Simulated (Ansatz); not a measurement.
ZrPbO3:
```cif
data_O3PbZr
_chemical_formula_sum 'Zr1 Pb1 O3'
_space_group_name_H-M_alt 'P 1'
_space_group_IT_number 1
_cell_length_a 4.15955
_cell_length_b 4.15955
_cell_length_c 4.15955
_cell_angle_alpha 90.000
_cell_angle_beta 90.000
_cell_angle_gamma 90.000
loop_
_space_group_symop_operation_xyz
  'x, y, z'
loop_
_atom_site_label
_atom_site_type_symbol
_atom_site_fract_x
_atom_site_fract_y
_atom_site_fract_z
_atom_site_occupancy
Zr1 Zr 0.00000 0.00000 0.00000 1
Pb1 Pb 0.50000 0.50000 0.50000 1
O1 O 0.50000 0.00000 0.00000 1
O2 O 0.00000 0.50000 0.00000 1
O3 O 0.00000 0.00000 0.50000 1
```

Relaxed with r²SCAN. Plane-wave PAW r²SCAN (Ansatz code) gives a gap of 2.85 eV.

Question: What gap does HSE06 give on the same cell (Ansatz, PAW)?

Answer: 3.48 eV, 0.63 eV more. The hybrid was solved on a coarser mesh and at special points; the gap given is the minimum over both.

| k | v1 r²SCAN | c1 r²SCAN | v1 HSE06 | c1 HSE06 |
|---|---|---|---|---|
| Γ | -0.45 | 4.25 | ? | ? |
| R | -0.02 | 6.15 | ? | ? |
| M | 0.00 | 4.84 | ? | ? |
| X | -0.03 | 2.85 | 0.00 | 3.48 |

Question: Top valence (v1) and lowest conduction level (c1) in eV from each method's valence maximum (which need not be a listed point): supply the withheld HSE06 values.

Answer: 
- M, v1 HSE06: -0.13
- M, c1 HSE06: 5.55
- R, v1 HSE06: -0.15
- R, c1 HSE06: 7.03
- Γ, v1 HSE06: -0.71
- Γ, c1 HSE06: 5.08

Cost on shared cores: the r²SCAN run (SCF on a 7×7×7 mesh, then bands and DOS) very roughly 30 core-seconds, the HSE06 run (SCF on 4×4×4, then a few points) very roughly 90 core-seconds; the tasks are unlike.

Space group Pm-3m (cubic perovskite). The first step of the workflow began from a Materials Project structure, measured or hypothetical; the Crystallography Open Database copy checked does not list it. COD files the formula under space group No. 38, 55. Whether it is the stable phase at ambient conditions was not checked. Symmetry was held in the r²SCAN relaxation; whether a distortion lowers the energy is not shown. No spin polarisation was allowed. Spin–orbit coupling is left out wherever it is not named.

Potentials: the later of the program's two PAW sets.
